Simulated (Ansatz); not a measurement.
SrTiO3:
```
CELL_PARAMETERS angstrom
      3.93655     0.00000     0.00000
      0.00000     3.93655     0.00000
      0.00000     0.00000     3.93655
ATOMIC_POSITIONS crystal
  Sr 0.00000 0.00000 0.00000
  Ti 0.50000 0.50000 0.50000
  O  0.50000 0.00000 0.50000
  O  0.00000 0.50000 0.50000
  O  0.50000 0.50000 0.00000
```

Relaxed with PBE. Special points in fractions of this cell's reciprocal vectors: Γ (0.000, 0.000, 0.000); X (0.000, 0.500, 0.000); M (0.500, 0.500, 0.000); R (0.500, 0.500, 0.500).

### Question
List the band energies nearest the valence-band maximum at these points for DFT-PBE in the program Ansatz with PAW potentials.

### Answer
In eV from the valence-band maximum; about four levels below and three above (degenerate sets whole), none deeper than 8.9 eV; points with the same levels are listed once.

```
k                                below           above
-  -----------------------------------  --------------
Γ  -1.13 -1.13 -1.13 -0.35 -0.35 -0.35  1.85 1.85 1.85
X        -2.29 -2.29 -1.90 -0.72 -0.72  2.00 3.68 3.68
M              -1.72 -1.53 -1.53 -0.08  3.69 3.69 4.14
R     -3.65 -3.65 -3.65 0.00 0.00 0.00  4.34 4.34 4.34
```

Space group Pm-3m (cubic perovskite). Symmetry was held in the PBE relaxation. No spin polarisation was allowed. Scalar-relativistic: spin–orbit coupling is off unless named, which matters more the heavier the elements.

Potentials: the earlier of the program's two PAW sets.
